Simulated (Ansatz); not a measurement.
**NaLaMnMoO6 and the effect of the choice of potentials or basis**

```
Na La Mn Mo O
1.0
    -2.72294    2.72294    3.89889
     2.72294   -2.72294    3.89889
     2.72294    2.72294   -3.89889
Na La Mn Mo O
1 1 1 1 6
Direct
  0.25000 0.75000 0.50000
  0.75000 0.25000 0.50000
  0.50000 0.50000 0.00000
  0.00000 0.00000 0.00000
  0.20766 0.29607 0.50371
  0.29605 0.79234 0.08841
  0.79236 0.70395 0.49629
  0.70393 0.20764 0.91159
  0.25194 0.25194 0.00000
  0.74806 0.74806 0.00000
```

The cell comes from a database or a generator and needn't be the stable form of this composition.

Kept alike: task single point; functional PBE; k mesh 7 × 7 × 7; occupations fermi-dirac, width 0.05 eV; collinear spin, ferromagnetic start. Program: Ansatz. Cutoffs run from 900 to 1800 eV. The mesh is that of the run's cell of 10 atoms. No spin-orbit coupling.

| choice of potentials or basis | pressure (GPa) | moment of the cell (μB) |
| --- | --- | --- |
| Ansatz NC | 0.48 | 2.07 |
| Ansatz PAW (files of its older set among them) | 0.30 | 1.97 |
| JTH PAW | 0.94 | 1.97 |
| PseudoDojo standard (PBE files) | 0.65 | 2.21 |
| SPMS NC | 1.07 | 2.20 |

Pressure is positive in compression, with a Pulay correction for the finite cutoff. For a metal such a mesh leaves the last digits unconverged. The runs hold the magnetic state that their start led to, which needn't be the lowest.

Question: What does the choice of potentials or basis change here?

Answer: The pressure runs from 0.30 (Ansatz PAW (files of its older set among them)) to 1.07 GPa (SPMS NC). The moment of the cell runs from 1.97 (Ansatz PAW (files of its older set among them); JTH PAW) to 2.21 μB (PseudoDojo standard (PBE files)).
